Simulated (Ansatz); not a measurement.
SiO$_{2}$ (rutile)

```xyz
6
Lattice="4.2359 0.0000 0.0000 0.0000 4.2359 0.0000 0.0000 0.0000 2.6899" Properties=species:S:1:pos:R:3 pbc="T T T"
Si     2.1179     2.1179     1.3450
Si     0.0000     0.0000     0.0000
O      3.4183     3.4183     1.3450
O      1.3004     2.9355     0.0000
O      2.9355     1.3004     0.0000
O      0.8176     0.8176     1.3450
```

Level of theory: PBE (plane waves to 420 eV, PAW, scalar-relativistic; Ansatz, a program for electronic structure). Harmonic phonons by density-functional perturbation theory on a 6×6×10 k mesh, in cm⁻¹; i marks imaginary ones, q is in fractions of the reciprocal vectors of the cell shown, and the three acoustic modes at Γ are left out. The non-analytic (LO-TO) term is not included, so polar modes at Γ have their transverse values. The program warned that its band solver left a few bands short of their tolerance. SiO2 was relaxed with its symmetry unable to fall. The PAW data are Ansatz's earlier set.

Problem. Is the structure dynamically stable at Γ, X = (0.5, 0.0, 0.0), M = (0.5, 0.5, 0.0), Z = (0.0, 0.0, 0.5)?

Solution. No imaginary mode at these points (lowest 222 cm⁻¹ at Γ); other wave vectors were not tested.

Problem. List the wavenumbers at Γ, X = (0.5, 0.0, 0.0), M = (0.5, 0.5, 0.0), Z = (0.0, 0.0, 0.5), with degeneracies.

Solution. 
```tsv
q	wavenumbers (cm⁻¹)
Γ	222, 369, 426 (×2), 533 (×2), 558 (×2), 572, 629, 719, 723, 797 (×2), 905
X = (0.5, 0.0, 0.0)	260 (×2), 266 (×2), 364 (×2), 479 (×2), 553 (×2), 567 (×2), 677 (×2), 777 (×2), 951 (×2)
M = (0.5, 0.5, 0.0)	232 (×2), 291 (×2), 425 (×2), 431 (×2), 513 (×2), 568 (×2), 672 (×2), 848 (×2), 870 (×2)
Z = (0.0, 0.0, 0.5)	360 (×2), 385 (×2), 434 (×2), 443 (×2), 595 (×2), 621 (×2), 703 (×2), 798 (×2), 852 (×2)
```
